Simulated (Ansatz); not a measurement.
Level of theory: DFT PBE, scalar-relativistic, plane waves, PAW (Ansatz 0.2.0). Cutoff 420 eV, Γ-centred 14×14×12 mesh (4-atom cell), Gaussian smearing of 0.10 eV, no spin polarisation.

Formation energies are uncorrected and count from the elements' standard states at the same level.

Question: Suggest a trial structure for a tetragonal metal that holds N and 2 more elements, with a formation energy near −0.17 eV/atom and a density near 12.20 g/cm³, in a cell of 4 atoms. Its symmetry should be P4/mmm (No. 123).

Answer: TaRhN₂, space group P4/mmm (No. 123). Around Ta lie 6 N at 2.16–2.22 Å and 8 Rh at 3.09 Å; Rh has 6 N at 2.16–2.22 Å and 8 Ta at 3.09 Å; around N on its first site lie 2 Ta at 2.16 Å and 4 Rh at 2.22 Å; N on its second site has 2 Rh at 2.16 Å and 4 Ta at 2.22 Å.

```cif
data_structure
_symmetry_space_group_name_H-M 'P 1'
_symmetry_Int_Tables_number 1
_cell_length_a 3.1369
_cell_length_b 3.1369
_cell_length_c 4.3121
_cell_angle_alpha 90.000
_cell_angle_beta 90.000
_cell_angle_gamma 90.000
_cell_volume 42.43
loop_
_atom_site_label
_atom_site_type_symbol
_atom_site_fract_x
_atom_site_fract_y
_atom_site_fract_z
_atom_site_occupancy
Ta1 Ta 0.00000 0.00000 0.00000 1
Rh1 Rh 0.50000 0.50000 0.50000 1
N1 N 0.00000 0.00000 0.50000 1
N2 N 0.50000 0.50000 0.00000 1
```

* Volume per atom: 10.61 Å³
* Density: 12.20 g/cm³
* Energy over the elements: −0.17 eV/atom
* Gap on the 14×14×12 mesh of the 4-atom cell: 0 eV (a metal)

The cell was found from a structure generator's guess, not taken from experiment. The answer needn't be unique; the calculation gave this one.

Spin–orbit coupling, which can matter for Ta, is left out. Symmetry constrained the relaxation, so the result can be a saddle point.
